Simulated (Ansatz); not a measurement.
## Mg₂C₃: field gradients at two levels of theory

Cell: a structure deposited in the COD, its atoms then relaxed with PBE in this cell.

```xyz
5
Lattice="2.4155 -2.3500 0.0000 2.4155 2.3500 0.0000 -1.2271 0.0000 4.8333" Properties=species:S:1:pos:R:3 pbc="T T T"
Mg    3.6666    0.0000    0.9639
Mg   -0.0627    0.0000    3.8694
C     1.1267    0.0000    1.2716
C     2.4772    0.0000    3.5617
C     1.8020    0.0000    2.4166
```

Sites (sets of like atoms) are named by element and the number of their first atom in this list.

First run. Method: Kohn–Sham DFT in Ansatz, PBE, plane waves and PAW, scalar-relativistic, 420 eV cutoff, Γ-centred 9×9×6 k-points, Fermi–Dirac smearing 0.05 eV.

```
site  atom  V_zz (10²¹ V/m²)     η
  Mg     1              0.70  0.46
  C3     3              0.99  0.80
  C5     5             -4.32  0.09
```

Second run. The same atoms and settings, except that the functional is r2SCAN and the cutoff is 500 eV.

(1) What does the second run give?

Answers

(1) 

```csv
site,atom,V_zz,η,change of V_zz
Mg,1,0.70,0.54,0.00
C3,3,0.96,0.61,-0.03
C5,5,-4.59,0.10,-0.27
```

The largest change of V_zz is on C5, from -4.32 to -4.59. In per cent, |V_zz| changes by 0 on Mg, -3 to +6 on C (all sites that start above 0.5). Where |V_zz| stays above 0.1, η moves most on C3, from 0.80 to 0.61.

For the second run: The largest force is 0.3 eV/Å, so the atoms aren't at the calculated equilibrium and relaxing them would move these values.
